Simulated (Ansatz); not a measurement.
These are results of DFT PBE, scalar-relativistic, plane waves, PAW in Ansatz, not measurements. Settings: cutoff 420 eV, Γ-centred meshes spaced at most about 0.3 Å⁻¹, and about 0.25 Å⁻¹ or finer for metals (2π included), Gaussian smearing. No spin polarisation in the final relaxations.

Temperature and zero-point effects are left out.

Two relaxed structures of Cd2HgO3:

A.

```
CELL_PARAMETERS angstrom
3.01776 -1.74152 0.00000
3.01776 1.74152 0.00000
-2.06204 0.00000 9.00116
ATOMIC_POSITIONS crystal
Cd 0.21738 0.21738 0.14885
Cd 0.78262 0.78262 0.85115
Hg 0.00000 0.00000 0.50000
O 0.92850 0.92850 0.27838
O 0.50000 0.50000 0.00000
O 0.07150 0.07150 0.72162
```

B.

```
CELL_PARAMETERS angstrom
3.40413 0.00000 0.00000
-1.70206 2.94806 0.00000
0.00000 0.00000 8.37373
ATOMIC_POSITIONS crystal
Cd 0.33333 0.66667 0.66299
Cd 0.66667 0.33333 0.33701
Hg 0.00000 0.00000 0.00000
O 0.66667 0.33333 0.82178
O 0.00000 0.00000 0.50000
O 0.33333 0.66667 0.17822
```

Task: Which is lower in energy, and by how much?

Result: A is lower, by 89 meV/atom. A has space group C2/m (No. 12), 15.8 Å³/atom and no gap on its mesh; B has Cd and Hg ordered on rock salt sites, space group P-3m1 (No. 164), 14.0 Å³/atom and no gap. Counting O atoms around Cd and Hg (those within 1.25 times the shortest such distance or 1.15 times the sum of covalent radii, 1.27 where that leaves under three; the shortest distance is added where it exceeds 1.18 times the sum of covalent radii), A has Cd 6, Hg 2 and B has Cd 6, Hg 6 from 2.5 Å. The lower one is the more open, so pressure narrows the difference. Both come from invented guesses.

These runs have no spin–orbit coupling, which can matter for Hg. Cells relaxed within their symmetry can be saddle points. The C2/m cell of Cd2HgO3 came from shaking the P-3m1 one.
